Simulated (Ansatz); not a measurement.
This log comes from Ansatz, run on SnTe in the rocksalt structure. The cell was relaxed with r2SCAN and then strained, so it isn't that functional's minimum.

Structure:
```
CELL_PARAMETERS angstrom
0.00000 3.18933 3.18933
3.18933 0.00000 3.18933
3.18933 3.18933 0.00000
ATOMIC_POSITIONS crystal
Sn 0.00000 0.00000 0.00000
Te 0.50000 0.50000 0.50000
```

Main lines of the log:
```
scf.n_extra_bands = 4 over 15 filled bands (N_el = 30.0): the run solves 19 bands
Functional definition: HSE06
Crystal: 2 atoms, lattice volume = 64.883 Å³
Basis set: ecut = 420 eV, 1243 PW (Γ)
Symmetry: 48 space group operations
Space group: Fm-3m (ITA 225)
k-points: 16 of 216
preconditioner: auto → none  [insulator: Δε(μ)=0.215 eV  σ=0.020 eV  ℏωp=14.6 eV]
[warm-up without exact exchange]
SCF 1 converged in 7 iterations: F = -13004.745335 eV  dr2 = 8.41e-10
[exact exchange on]
Exchange kernel: α = 0.2500, screened, ω = 0.2079 Å⁻¹, Wigner–Seitz truncation, v(0) = 1046.8902 eV·Å³, q-mesh 6×6×6
SCF 2 stopped early in 6 iterations: F = -13013.231627 eV  dr2 = 3.04e-6
hybrid outer 1: dexx = +6.274e-3 eV, tail = 9.60e-5 eV
SCF 3 converged in 3 iterations: F = -13013.231455 eV  dr2 = 7.55e-9
hybrid outer 2: dexx = +3.956e-7 eV, tail = 2.72e-8 eV, Δε = 4.28e-3 eV
NSCF: frozen V_eff on 7 k-points
Free energy (F): -13013.231455 eV
Internal energy: -13013.231436 eV  (E = F + TS)
E sigma→0 (E₀):  -13013.231445 eV
Entropy (-TS):   -0.000019 eV (-0.009 meV/atom)
Fermi energy:    9.184212 eV
--- Forces (eV/Å), atoms counted from 1 ---
  atom   1  Sn      0.00000      0.00000      0.00000
  atom   2  Te      0.00000      0.00000      0.00000
--- Stress (GPa, compression-positive) ---
       -0.314462       0.000000       0.000000
        0.000000      -0.314462       0.000000
        0.000000       0.000000      -0.314462
  P = ⅓ Tr σ = -0.3145 GPa (-3.145 kbar)
--- Band table (eV; the first three rows and the last of 16) ---
  k-point 0: bands = […, -15.2390, -4.9411, 3.8698, 6.6218, 6.6218, 6.6218, 12.8397, 12.8397, 12.8397, 14.2877]
  k-point 1: bands = […, -15.2378, -4.6937, 2.6475, 6.6696, 6.6696, 7.4610, 11.7020, 11.7020, 11.7442, 14.2876]
  k-point 2: bands = […, -15.2350, -4.0507, 0.8278, 6.8307, 6.8307, 8.3902, 10.2617, 10.2617, 10.2722, 15.4197]
  k-point 15: bands = […, -15.2299, -3.1896, 1.1462, 3.3530, 4.2941, 6.9375, 11.4489, 12.9235, 14.9344, 15.1248]
```

bands.tsv, columns around the gap (it counts bands from 0):
```tsv
# k_distance	band_10	band_11	band_12	band_13	band_14	band_15	band_16	band_17	band_18
# fermi_ev = 9.184214
# [0, 0, 0] at k_distance = 0.000000
# [0.5, 0, 0.5] at k_distance = 0.985032
# [0.625, 0.25, 0.625] at k_distance = 1.333293
# [0.375, 0.375, 0.75] at k_distance = 1.936500
# [0.5, 0.5, 0.5] at k_distance = 2.539706
# [0.5, 0.25, 0.75] at k_distance = 3.236229
# [0, 0, 0.5] at k_distance = 3.932752
# levels_relative_to = fermi_ev
0.000	-14.125	-5.314	-2.562	-2.562	-2.562	3.655	3.655	3.655	5.104
0.985	-12.445	-7.254	-6.208	-4.249	-4.249	2.426	5.264	5.264	6.744
1.333	-12.402	-8.286	-5.779	-3.710	-3.098	3.226	3.296	4.513	5.903
1.937	-12.402	-8.286	-5.779	-3.710	-3.098	3.226	3.296	4.513	5.903
2.540	-12.759	-9.278	-2.219	-2.219	-0.127	0.127	0.466	0.466	8.155
3.236	-12.349	-8.230	-5.400	-5.400	-1.158	0.976	4.947	4.947	6.447
3.933	-12.759	-9.278	-2.219	-2.219	-0.127	0.127	0.466	0.466	8.155
```
In order the rows are Γ, X, U, K, L, W, L.

Q: Reconstruct the input.

A:
```yaml
crystal:
  # lattice and atoms as above
kpoints:
  mp_grid: { grid: [6, 6, 6] }
  band_path:
    path:
      - [0.0, 0.0, 0.0]
      - [0.5, 0.0, 0.5]
      - [0.625, 0.25, 0.625]
      - [0.375, 0.375, 0.75]
      - [0.5, 0.5, 0.5]
      - [0.5, 0.25, 0.75]
      - [0.0, 0.0, 0.5]
    npoints: 1
hamiltonian:
  xc: hse06
scf:
  occupations: { method: fermi_dirac, width: 0.02 }
  n_extra_bands: 4
output:
  forces: true
  stress: true
  eigenvalues: true
```
A single point prints forces and stress when the output block asks for them. The exchange loop shows exact exchange. Keys that only write grids to files are left aside. This is the file that was run; thresholds and some counts can't be read off the log exactly.

Run as `ansatz run input.yaml --threads 2 --pin off --max-ram 2211MiB --backend cpu --events-out ev --progress --plain --runs-dir out`.

(Simulation; spin polarisation is off.)

Spin-orbit coupling is left out, which matters wherever the heavy atoms make up the band edges.

The program warns that its thresholds are loose for a hybrid's stress.
